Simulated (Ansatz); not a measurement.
SrTiO₃:
```
CELL_PARAMETERS angstrom
      3.90683     0.00000     0.00000
      0.00000     3.90683     0.00000
      0.00000     0.00000     3.90683
ATOMIC_POSITIONS crystal
  Sr 0.00000 0.00000 0.00000
  Ti 0.50000 0.50000 0.50000
  O  0.00000 0.50000 0.50000
  O  0.50000 0.50000 0.00000
  O  0.50000 0.00000 0.50000
```

The program Ansatz at the r²SCAN level (PAW) gives a gap of 2.26 eV without spin–orbit coupling, maximum at R, minimum at Γ.

**Question.** What happens when spin–orbit coupling is switched on?

**Answer.** The gap falls by 0.02 eV, to 2.24 eV; maximum at R, minimum at Γ.

**Question.** Give the electron effective mass with spin–orbit coupling, band 1 of 2 at the edge.

**Answer.** 1.1 along [100], 0.78 along [110], 0.65 along [111] (mₑ).

**Question.** Give the electron effective mass with spin–orbit coupling, band 2 of 2 at the edge.

**Answer.** 0.41 along [100], 0.49 along [110], 0.56 along [111] (mₑ).

Space group Pm-3m (cubic perovskite). The r²SCAN relaxation kept the symmetry of its start. The run is not spin-polarised.

Potentials: the later of the program's two PAW sets.
